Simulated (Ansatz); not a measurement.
**Polymorphs and borrowed structures of LuPbBr5**

LuPbBr5 was placed in 3 structures, borrowed from other compounds or built from prototypes, and relaxed with PBEsol and then r2SCAN+rVV10 in the plane-wave code Ansatz, symmetry kept. Energies are static, from a final single point; gaps are the least over its mesh and special points. The cells were built from prototypes, so some may not be known phases; spin polarisation is off.

| start | ends in | volume (Å³/atom) | energy, r2SCAN+rVV10 (meV/atom) | gap, r2SCAN+rVV10 (eV) | shaken (PBEsol) |
| --- | --- | --- | --- | --- | --- |
| SiSnPd5 type (No. 123) | P4/mmm | 27.48 | 100 | 1.78 | falls 126 meV |
| AlCrF5 type (No. 71) | Immm | 38.21 | 0 | 2.81 | falls 25 meV |
| MgPPd5 type (No. 123) | P4/mmm | 27.71 | 358 | 1.19 | falls 384 meV |

Energies count from the lowest cell; the last column tells what a randomly displaced small cell does when relaxed without symmetry, which tests only the distortions that fit it.

Of the symmetric cells the lowest is the one started from AlCrF5 type (No. 71), which ends in Immm (No. 71), 100 meV an atom below the next (SiSnPd5 type (No. 123)). With PBEsol alone and the shaken cells counted, the lowest of the cells computed is the shaken one from MgPPd5 type (No. 123) (P1), about 48 meV an atom below the lowest symmetric cell, that from AlCrF5 type (No. 71). Other structures, not tried here, could lie lower.

The cells shaken are PBEsol's, whose volumes can differ from those tabled by ten per cent. The falls are PBEsol's, in meV an atom on the shaken cell's own mesh; a cell that falls isn't a minimum, and its place in the table may change once it distorts.

The cells in order of energy (the first three):
- AlCrF5 type (No. 71): Immm, 38.21 Å³ an atom. Lu has 6 Br at 2.67–2.74 Å; Pb has 6 Br at 2.91–3.17 Å; Br has 1 Lu at 2.74 Å and 2 Pb at 3.17 Å; Br has 1 Lu at 2.71 Å and 1 Pb at 2.91 Å; Br has 2 Lu at 2.67 Å.
- SiSnPd5 type (No. 123): P4/mmm, 27.48 Å³ an atom. Lu is surrounded by 8 Br at 2.92 Å; Pb is surrounded by 12 Br at 3.39–3.48 Å; Br is surrounded by 4 Pb at 3.39 Å; Br is surrounded by 2 Lu at 2.92 Å and 2 Pb at 3.48 Å.
- MgPPd5 type (No. 123): P4/mmm, 27.71 Å³ an atom. Around Lu lie 12 Br at 3.21–3.55 Å; around Pb lie 8 Br at 3.12 Å; around Br lie 2 Pb at 3.12 Å and 2 Lu at 3.21 Å and 2 Br at 3.21 Å; around Br lie 8 Br at 3.21 Å and 4 Lu at 3.55 Å.

The lowest symmetric cell:
```xyz
7
Lattice="-2.6683 4.4587 5.6205 2.6683 -4.4587 5.6205 2.6683 4.4587 -5.6205" Properties=species:S:1:pos:R:3 pbc="T T T"
Lu    0.0000    0.0000    5.6205
Pb    0.0000    0.0000    0.0000
Br    0.0000    2.7404    5.6205
Br    2.6683    1.7183    0.0000
Br    0.0000    0.0000    2.9146
Br    0.0000    0.0000    8.3263
Br    0.0000    4.4587    0.0000
```

Spin-orbit coupling is left out; in compounds of Pb, Bi, Tl or Hg it can lower a gap by up to about 1 eV, split its edges or invert the bands.
